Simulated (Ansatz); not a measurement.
Below is a relaxed structure of AgF₄. The cell was found from a structure generator's guess, not taken from experiment.

All numbers below come from Ansatz, DFT PBE, scalar-relativistic, plane waves, PAW. Cutoff 420 eV, Γ-centred mesh, Gaussian smearing, no spin polarisation.

```cif
data_structure
_symmetry_space_group_name_H-M 'P 1'
_symmetry_Int_Tables_number 1
_cell_length_a 3.6206
_cell_length_b 3.6206
_cell_length_c 5.2994
_cell_angle_alpha 90.000
_cell_angle_beta 90.000
_cell_angle_gamma 90.000
_cell_volume 69.47
loop_
_atom_site_label
_atom_site_type_symbol
_atom_site_fract_x
_atom_site_fract_y
_atom_site_fract_z
_atom_site_occupancy
Ag1 Ag 0.00000 0.00000 0.00000 1
F1 F 0.50000 0.00000 0.22666 1
F2 F 0.00000 0.50000 0.77334 1
F3 F 0.50000 0.00000 0.77334 1
F4 F 0.00000 0.50000 0.22666 1
```

Energies over the elements count from the elements' standard structures at the same level (F₂ as a molecule), with no fitted energy shifts.

Q: Find its symmetry and describe it.

A: P4/mmm (No. 123). Conventional cell: a = 3.621 Å, c = 5.299 Å. Around Ag lie 8 F at 2.17 Å; F has 2 Ag at 2.17 Å, 1 F at 2.40 Å and 4 F at 2.56 Å.

Q: How far does it lie from the elements in energy?

A: −0.48 eV/atom. Whether it is stable depends on the other phases of the system, which aren't compared here.

Q: Is it a metal?

A: Yes, bands cross the Fermi level on the 10×10×8 mesh.

Q: From what recipe could a structure generator have reached it?

A: One such recipe: ordered vacancies on the cation sites of fluorite (P4/mmm, No. 123). Other recipes can lead to the same cell.

The last run used a 10×10×8 mesh (in the run's order of axes) for its 5-atom cell and Gaussian smearing of 0.10 eV. Weakly bound directions are ill-defined at this level, which has no dispersion term. An odd number of electrons in the primitive cell allows no gap without spin; a larger cell or a magnetic state could open one. The cell is a metal run without spin; a magnetic state may lie lower. Symmetry constrained the relaxation, so the result can be a saddle point.
